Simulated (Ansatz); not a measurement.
WO3:
```yaml
crystal:
  lattice:
    - [3.82133, 0.00000, 0.00000]
    - [0.00000, 7.62490, 0.00000]
    - [0.00000, 0.00000, 7.45307]
  atoms:
    - { symbol: W, position: [0.95402, 0.72195, 0.75006] }
    - { symbol: W, position: [0.04598, 0.27805, 0.24994] }
    - { symbol: W, position: [0.04598, 0.22195, 0.74994] }
    - { symbol: W, position: [0.95402, 0.77805, 0.25006] }
    - { symbol: O, position: [0.99626, 0.01052, 0.25040] }
    - { symbol: O, position: [0.00374, 0.98948, 0.74960] }
    - { symbol: O, position: [0.00374, 0.51052, 0.24960] }
    - { symbol: O, position: [0.99626, 0.48948, 0.75040] }
    - { symbol: O, position: [0.00162, 0.25038, 0.50001] }
    - { symbol: O, position: [0.99838, 0.74962, 0.49999] }
    - { symbol: O, position: [0.99838, 0.75038, 0.99999] }
    - { symbol: O, position: [0.00162, 0.24962, 0.00001] }
    - { symbol: O, position: [0.51067, 0.26114, 0.24999] }
    - { symbol: O, position: [0.48933, 0.73886, 0.75001] }
    - { symbol: O, position: [0.48933, 0.76114, 0.25001] }
    - { symbol: O, position: [0.51067, 0.23886, 0.74999] }
```

Relaxed with LDA. Special points in fractions of this cell's reciprocal vectors: Γ (0.000, 0.000, 0.000); Z (0.000, 0.500, 0.000); D (0.000, 0.500, 0.500); B (0.000, 0.000, 0.500); A (-0.500, 0.000, 0.500); E (-0.500, 0.500, 0.500); C2 (-0.500, 0.500, 0.000); Y2 (-0.500, 0.000, 0.000).

List the band energies nearest the valence-band maximum at these points for plane-wave PAW LDA (Ansatz code).

In eV from the valence-band maximum; about four levels below and three above (degenerate sets whole), none deeper than 8.9 eV; points with the same levels are listed once.

```json
[
 {"k": "Γ", "below": "-1.28 -1.25 -1.12 -0.01", "above": "1.23 1.71 1.75"},
 {"k": "Z", "below": "-1.27 -1.27 -0.69 -0.69", "above": "1.72 1.72 2.84 2.84"},
 {"k": "D", "below": "-0.85 -0.85 -0.85 -0.85", "above": "2.80 2.80 2.80 2.80"},
 {"k": "B", "below": "-1.42 -1.42 -0.57 -0.57", "above": "1.80 1.80 2.86 2.86"},
 {"k": "A", "below": "-0.57 -0.57 -0.15 -0.15", "above": "3.19 3.19 4.29 4.29"},
 {"k": "E", "below": "-0.54 -0.54 -0.54 -0.54", "above": "3.87 3.87 3.87 3.87"},
 {"k": "C2", "below": "-0.69 -0.69 -0.03 -0.03", "above": "2.86 2.86 4.36 4.36"},
 {"k": "Y2", "below": "-0.15 -0.04 -0.03 0.00", "above": "1.26 4.20 4.29"}
]
```

Space group Pbcm. The workflow started from a Materials Project entry (that database holds measured and hypothetical structures alike); the Crystallography Open Database copy checked does not list it. COD files the formula under space group No. 2, 14, 62, 129, 130, 191, so this cell is another polymorph or a model. Its standing as an ambient phase is unchecked. The cell was relaxed with LDA under the symmetry of its start; of distortions, only those at the zone centre were tested, and some modes there are weakly imaginary. The run is not spin-polarised. No Hubbard U is applied. Point labels and valley counts follow the cell and symmetry of the run, lower than the named group. Scalar-relativistic: spin–orbit coupling is off unless named, which matters more the heavier the elements.

Potentials: the later of the program's two PAW sets.
